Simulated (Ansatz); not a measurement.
MgS (wurtzite, P6_3mc), DFT-r²SCAN in the program Ansatz with PAW potentials. The conduction-band minimum lies at Γ, with 1 equivalent valley. Second derivatives d²E/dk² of the lowest band at one valley (eV·Å²), along Cartesian directions:

```csv
direction,d²E/dk²
[100],27.30
[010],27.30
[001],28.21
[110],27.30
[101],27.76
[011],27.76
```

Find the principal effective masses, the density-of-states mass and the conductivity mass.

Off-diagonal terms follow from H_xy = H[110] − (H_xx + H_yy)/2, and m*/mₑ = 7.620 eV·Å² over each eigenvalue: 0.27, 0.28, 0.28. One valley's DOS mass (m₁m₂m₃)^(1/3) = 0.28, conductivity mass 3/(Σ 1/mᵢ) = 0.28 mₑ.

What effective density of states Nc follows at 300 K for parabolic valleys?

Nc = 2.509e19 × 1 × (0.28)^(3/2) ≈ 3.7e18 cm⁻³.

The workflow started from a Materials Project entry (that database holds measured and hypothetical structures alike); the Crystallography Open Database copy checked does not list it. COD files the formula under space group No. 225, so this cell is another polymorph or a model. Whether it is the stable phase at ambient conditions was not checked. The cell was relaxed with r²SCAN under the symmetry of its start; its stability against distortions is not shown here.

Potentials: the later of the program's two PAW sets.

Edges and masses are those of Kohn–Sham bands, whose gap is no quasiparticle gap.
